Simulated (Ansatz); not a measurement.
## Trial structures of AlInAsP3: starts and ends

Level of theory: DFT PBE, scalar-relativistic, plane waves, PAW in Ansatz 0.2.0. All cells share a 420 eV cutoff and Γ-centred k meshes spaced at most about 0.3 Å⁻¹ (about 0.25 or finer for metals, 2π included). No spin polarisation in the final relaxations.

Each guess was relaxed in cell and atoms at zero pressure, within the symmetry of its start. Temperature and zero-point effects are left out. Coordination counts As or P atoms around Al and In (for each partner element, those within 1.25 times its shortest distance or 1.15 times the sum of covalent radii, where it is the nearest in units of that sum or under 1.3; the shortest distance is added where it exceeds 1.18 times the sum of covalent radii).

| guess | made from | start group | V start (Å³/atom) | end group | V end (Å³/atom) | coordination at the end | gap on mesh (eV) | E over the lowest end (meV/atom) |
| --- | --- | --- | --- | --- | --- | --- | --- | --- |
| 1 | LaAlCuNi3 type | P-6m2 | 21.2 | ? | ? | ? | ? | ? |
| 2 | LaAlCuNi3 type | P-6m2 | 21.2 | P-6m2 | 22.3 | Al 3 from 3.2 Å, In 9 from 3.2 Å | 0 | 256 |
| 3 | random cell | P4mm | 24.9 | P4mm | 19.9 | Al 1, In 1 from 3.4 Å | 0 | 0 |
| 4 | YSiBRh3 type | P-6m2 | 21.4 | P-6m2 | 22.4 | Al 3 from 3.7 Å, In 6 | 0 | 471 |
| 5 | random cell | P-6m2 | 21.6 | P-6m2 | 24.1 | Al 3 from 2.8 Å, In 3 | 0 | 684 |
| 6 | random cell | P4/mmm | 24.7 | P4/mmm | 23.5 | Al 8 from 3.8 Å, In 2 | 0 | 630 |

Guess 1 as it starts:

Space group P-6m2 (No. 187). a = 5.848 Å, b = 5.848 Å, c = 4.300 Å, α = 90.00°, β = 90.00°, γ = 120.00°
```json
{"atom": "Al", "site": "1a", "symmetry": "-6m2", "x": "0.0000", "y": "0.0000", "z": "0.0000"}
{"atom": "In", "site": "1e", "symmetry": "-6m2", "x": "0.6667", "y": "0.3333", "z": "0.0000"}
{"atom": "P", "site": "3k", "symmetry": "mm2", "x": "0.3317", "y": "0.1659", "z": "0.5000"}
{"atom": "As", "site": "1c", "symmetry": "-6m2", "x": "0.3333", "y": "0.6667", "z": "0.0000"}
```

Problem. Fill in the missing row: what does this guess relax into, and where does it rank?

Solution. It ends in space group P-6m2 (No. 187), with a = 5.194 Å, c = 5.196 Å, 20.2 Å³/atom and no gap. It lies 153 meV/atom over the lowest end, above guess 3 and below guess 2. Counting As or P atoms around Al and In, this end has Al 9 from 2.9 Å, In 9 and the lowest (guess 3) has Al 1, In 1 from 3.4 Å. This end holds P–P units of three or more atoms (shortest 2.19 Å); the lowest (guess 3) holds P–P nets (shortest 2.26 Å).

```xyz
6
Lattice="5.1942 0.0000 0.0000 -2.5971 4.4983 0.0000 0.0000 0.0000 5.1962" Properties=species:S:1:pos:R:3 pbc="T T T"
Al    0.0000    2.9989    0.0000
In    0.0000    0.0000    0.0000
P     1.0964    3.6319    2.5981
P    -1.0964    3.6319    2.5981
P     0.0000    1.7329    2.5981
As    2.5971    1.4994    0.0000
```

Formation energies are uncorrected and refer to the elements' standard structures at the same level. The references include black phosphorus.

Problem. Is the lowest end bound against the elements?

Solution. No: its formation energy is +0.19 eV/atom. A positive value: parting into the elements would lower its energy.

The reference forms of As and P are held partly by dispersion forces, which this level lacks. Cells relaxed within their symmetry can be saddle points. A lower structure may well exist outside this small set. Some candidate types were left out of the draw beforehand, so a known form may be missing.
